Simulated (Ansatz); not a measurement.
The cell is COD entry 9008672, as deposited and not checked against the literature; nothing was relaxed. The listed cell was then made from it by scaling, straining or moving an atom.

An input for MgS: DFT, PBEsol, PAW with Ansatz's default frozen-core files, scalar-relativistic (Ansatz 0.2.0). The PAW files were made with PBE; their cores are remade for this functional.

Command: `ansatz run input.yaml --threads 1 --pin off --max-ram 3072MiB --backend cpu --events-out ev --progress --plain --runs-dir out` The run took 2 s on 1 thread of Intel(R) Xeon(R) 6975P-C (Granite Rapids), on a shared host, peak memory 0.41 GiB.

```yaml
crystal:
  lattice:
    - [0.0, 2.6276665, 2.60165]
    - [2.6276665, 0.0, 2.60165]
    - [2.6276665, 2.6276665, 0.0]
  atoms:
    - { symbol: Mg, position: [0.0, 0.0, 0.0] }
    - { symbol: S, position: [0.5, 0.5, 0.5] }
kpoints:
  mp_grid: { grid: [10, 10, 10] }
scf:
  occupations: { method: fermi_dirac, width: 0.03 }
hamiltonian:
  xc: pbesol
  pseudopotentials: { kind: paw }
output:
  forces: true
  stress: true
  eigenvalues: true
  efg: { contact_densities: true }
  write_density: true
  write_potential: true
  elf: true
  volumetric_format: npy
```

Set-up and iterations as logged by Ansatz (the results part is left out, to be predicted):

```
Engine: ansatz 0.2.0
Pseudopotentials: kind: paw
Pseudopotential: Mg, paw, valence charge 10, recommended cutoff 420 eV (normal)
Pseudopotential: S, paw, valence charge 6, recommended cutoff 420 eV (normal)
Functional definition: PBEsol
  exchange = pbesol_x
  correlation = pbesol_c
Crystal: 2 atoms, lattice volume = 35.927 Å³
Basis set: ecut = 420 eV, 725 PW (Γ), exchange–correlation on 50×50×50 points (8 copies of the dense FFT grid, shifted against one another)
Bands: 12, of which v1, the nominal top of the filled ones, is band 8 counted from 1 (7 counted from 0)
Symmetry: 16 space group operations
Space group: I4/mmm (ITA 139), of the structure as read, at distance tolerance 3.3e-5 Å
k-points: 102 of 1000
Non-local potential: Mg, projectors of the file, l = 0: 3, l = 1: 2, l = 2: 1
Non-local potential: S, projectors of the file, l = 0: 2, l = 1: 2, l = 2: 2
PAW form: soft (Blöchl's): semilocal exchange-correlation on the pseudo side does not see the compensation charge
PAW frozen core: Mg, regenerated for the run's functional, and the local potential with it (the file was generated under x = pbe(κ = 0.804, μ = 0.2195149727645171), c = pbe(β = 0.06672455060314922))
PAW frozen core: S, regenerated for the run's functional, and the local potential with it (the file was generated under x = pbe(κ = 0.804, μ = 0.2195149727645171), c = pbe(β = 0.06672455060314922))
PAW one-centre angular grid: Mg, 110 points (default); XC on 64 Gauss nodes
PAW one-centre angular grid: S, 110 points (default); XC on 64 Gauss nodes
Initial density: superposition of atomic densities (neutral atoms: chi_scale 0, normalization atom), corrected by the library's trained network
Initial wavefunctions: pseudopotential atomic-orbital guess
Functional: x = pbesol(κ = 0.804, μ = 0.12345679012345678), c = pbesol(β = 0.046)
SCF iter   1: F=—  HF=-2799.911445 eV  |F-HF|=—  |Δ(HF+E_count)|=         —  Δρ=3.87e-3  dr2=7.77e-3  ethr=1.77e-3  ⟨swp⟩=6.7  Hψ=7378  notcnv=0
SCF iter   2: F=—  HF=-2799.908559 eV  |F-HF|=—  |Δ(HF+E_count)|=   2.89e-3  Δρ=1.09e-3  dr2=2.58e-4  ethr=4.86e-5  ⟨swp⟩=2.1  Hψ=2795  notcnv=0
SCF iter   3: F=—  HF=-2799.908565 eV  |F-HF|=—  |Δ(HF+E_count)|=   5.36e-6  Δρ=4.03e-4  dr2=3.52e-5  ethr=1.61e-6  ⟨swp⟩=2.2  Hψ=1611  notcnv=0
SCF iter   4: F=—  HF=-2799.908586 eV  |F-HF|=—  |Δ(HF+E_count)|=   2.12e-5  Δρ=5.33e-5  dr2=5.53e-7  ethr=2.20e-7  ⟨swp⟩=1.0  Hψ=1225  notcnv=0
iter 5 did not close the SCF: its close was put off for the readings that it lacked (scf_convergence_deferred on its scf_iter line)
SCF iter   5: F=-2799.908586 eV  HF=-2799.908586 eV  |F-HF|=1.27e-9  |Δ(HF+E_count)|=   3.25e-7  Δρ=3.87e-6  dr2=2.19e-9  ethr=3.46e-9  ⟨swp⟩=1.8  Hψ=1384  notcnv=0
SCF iter   6: F=-2799.908586 eV  HF=-2799.908586 eV  |F-HF|=1.14e-10  |Δ(HF+E_count)|=   1.87e-9  Δρ=6.94e-7  dr2=1.78e-10  ethr=1.37e-11  ⟨swp⟩=5.0  Hψ=6074  notcnv=0
```

(1) What pressure will this run report?

Answers

(1) -2.34 GPa (positive in compression).
